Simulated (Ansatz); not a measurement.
The relaxed structure here is a generated cell of W: the first start was made by placing the elements on the sites of a structure type, and the end was not matched to a known phase here, so it may be hypothetical. Known forms of W include space group No. 229.

One starting cell of W (a generated cell, W built in the AFLOW prototype A_hR3_166_ac (C19, as in Sm)) was relaxed twice with Ansatz (plane waves, PAW, scalar-relativistic): with r2SCAN at 500 eV and with PBE at 420 eV. The r2SCAN result:

```xyz
3
Lattice="1.3814 0.7975 7.3923 -1.3814 0.7975 7.3923 0.0000 -1.5951 7.3923" Properties=species:S:1:pos:R:3 pbc="T T T"
W      0.0000     0.0000     0.0000
W      0.0000     0.0000     4.9322
W      0.0000     0.0000    17.2446
```

| quantity | r2SCAN | PBE |
|---|---|---|
| space group | R-3m | R-3m |
| volume (Å³/atom) | 16.29 | (withheld) |
| a (Å) | 2.763 | (withheld) |
| c (Å) | 22.177 | (withheld) |
| gap (eV, no spin-orbit coupling) | 0.00 | (withheld) |

Q: Fill in the PBE column.

A: 
- volume (Å³/atom), PBE: 16.50
- a (Å), PBE: 2.784
- c (Å), PBE: 22.122
- gap (eV, no spin-orbit coupling), PBE: 0.00

Both levels end in the same structure; PBE's volume is 1.3 % larger. Neither column is exact.

No spin polarisation in the result.

The run could not lose the symmetry of its start, so the end can be a saddle point.

Ansatz is an electronic-structure program.
